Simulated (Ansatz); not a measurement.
HfO2 (fluorite), conventional cell a = 5.0981 Å, b = 5.0981 Å, c = 5.0981 Å, α = 90.00°, β = 90.00°, γ = 90.00°. The calculation uses the primitive cell of 3 atoms, to which meshes and values per cell refer.

The volume is varied about the relaxed value V₀ at fixed cell shape. Symmetry pins the atoms to their sites.

All values below come from PBE (plane waves to 420 eV, PAW, scalar-relativistic; Ansatz, an electronic-structure program). k mesh 11×11×11 (Γ-centred), Fermi-Dirac smearing 0.05 eV. E stands for the smeared free energy. Compression counts positive. HfO2 is run without spin polarisation. HfO2 was relaxed with its symmetry unable to fall. Spin-orbit coupling is left out, though Hf is heavy. The PAW data are Ansatz's earlier set. This is a high-temperature form of HfO2. The zero of ΔE is the relaxed starting cell.

```csv
a (Å),ΔE (meV/atom),P (GPa)
4.8103,293.3,61.9
4.8706,176.1,45.0
4.9295,93.1,30.7
4.9870,39.0,18.7
5.0432,9.2,8.6
5.0981,0.0,0.0
5.1519,8.2,-7.2
5.2046,31.2,-13.4
5.2563,66.6,-18.6
5.3070,112.5,-23.0
5.3567,167.4,-26.7
```

Read from the data:

```yaml
pressure_at_the_smallest_volume: 61.9 GPa
energy_cost_of_the_largest_compression: 293.3 meV/atom
energy_cost_of_the_largest_expansion: 167.4 meV/atom
Bulk modulus B₀ (third-order Birch-Murnaghan fit): 246 GPa
Pressure derivative B₀′ (fit): 4.2
equilibrium_volume_of_the_fit: 11.04 Å³/atom
Pressure for 5 % compression (fit): 14.0 GPa
```

(Under strain, the slope of the energy per volume gives the stress and its curvature an elastic modulus.)
